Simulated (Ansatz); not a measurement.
Sn:
```cif
data_Sn12
_chemical_formula_sum 'Sn12'
_space_group_name_H-M_alt 'Im-3m'
_space_group_IT_number 229
_space_group_name_Hall '-I 4 2 3'
_cell_length_a 8.10266
_cell_length_b 8.10266
_cell_length_c 8.10266
_cell_angle_alpha 90.000
_cell_angle_beta 90.000
_cell_angle_gamma 90.000
loop_
_atom_site_label
_atom_site_type_symbol
_atom_site_symmetry_multiplicity
_atom_site_Wyckoff_symbol
_atom_site_fract_x
_atom_site_fract_y
_atom_site_fract_z
_atom_site_occupancy
Sn1 Sn 12 d 0.00000 0.25000 0.50000 1
```
(The calculation used a cell of 6 atoms; values per cell refer to that cell.)

Relaxed with r²SCAN. The program Ansatz at the r²SCAN level (PAW) gives no gap.

**Question.** What gap does HSE06 give on the same cell (Ansatz, PAW)?

**Answer.** It stays without a gap at the points solved. The hybrid was solved on a coarser mesh and at special points; its gap is the smallest among all of these. On such a mesh it can open a false gap in a semimetal.

```tsv
k	v1 r²SCAN	c1 r²SCAN	v1 HSE06	c1 HSE06
Γ	-1.66	1.46	…	…
H	0.00	0.00	0.00	0.00
P	-1.44	2.12	…	…
N	-0.63	1.06	…	…
```

**Question.** Top valence (v1) and lowest conduction level (c1) in eV from each method's valence maximum (which need not be a listed point): supply the withheld HSE06 values.

**Answer.** 
- P, v1 HSE06: -1.44
- P, c1 HSE06: 2.43
- Γ, v1 HSE06: -1.68
- Γ, c1 HSE06: 1.72
- N, v1 HSE06: -0.64
- N, c1 HSE06: 1.36

Cost on shared cores: the r²SCAN run (SCF on a 7×7×7 mesh, then bands and DOS) roughly 3 core-minutes, the HSE06 run (SCF on 3×3×3, then a few points) around 4 core-minutes (rough); the tasks are unlike.

The start of the workflow was typed in or built on a structure type; the Crystallography Open Database copy checked does not list it. It is not the phase usual at ambient conditions (space group No. 141). Symmetry was held in the r²SCAN relaxation; whether a distortion lowers the energy is not shown. The volume moved by 33 % from the start of the relaxation. Spin–orbit coupling is left out wherever it is not named.

Potentials: the earlier of the program's two PAW sets.
